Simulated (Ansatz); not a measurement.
The relaxed structure here is a generated cell of Ir: the first start was made by placing the elements on the sites of a structure type, and the end was not matched to a known phase here, so it may be hypothetical. Known forms of Ir include space group No. 225.

A relaxed cell of Ir (I4₁/amd (No. 141)), relaxed on a k-mesh at least as fine as the one used below. Calculation: PBE (plane waves to 420 eV, PAW, scalar-relativistic; Ansatz, a program for electronic structure). Γ-centred k-mesh 13×13×13 on the run's cell (coarser than for final values), Fermi–Dirac smearing 0.05 eV.

```xyz
4
Lattice="-4.8536 4.8536 2.7533 0.0000 0.0000 2.7533 2.4268 2.4268 -1.3766" Properties=species:S:1:pos:R:3 pbc="T T T"
Ir     0.0000     2.4268     0.6883
Ir    -2.4268     4.8536     2.0650
Ir     0.0000     0.0000     0.0000
Ir    -2.4268     2.4268     1.3766
```

The atoms are displaced along an unstable phonon of this cell by (Å):

```
atom      ux      uy      uz
----  ------  ------  ------
Ir1    0.000   0.000  -0.150
Ir2    0.000   0.000   0.150
Ir3   -0.062  -0.062   0.000
Ir4    0.062   0.062   0.000
```

Problem. What forces (eV/Å) and pressure result?

Solution. 
```json
[
 {"atom": "Ir1", "Fx": "0.00", "Fy": "0.00", "Fz": "-0.24"},
 {"atom": "Ir2", "Fx": "0.00", "Fy": "0.00", "Fz": "0.24"},
 {"atom": "Ir3", "Fx": "-0.08", "Fy": "-0.08", "Fz": "0.00"},
 {"atom": "Ir4", "Fx": "0.08", "Fy": "0.08", "Fz": "0.00"}
]
```

Pressure -0.6 GPa.

The undisplaced cell is probably no minimum: from this displacement the run went on to Cmcm (No. 63), 0.12 eV/atom below it.

No spin polarisation in the result.
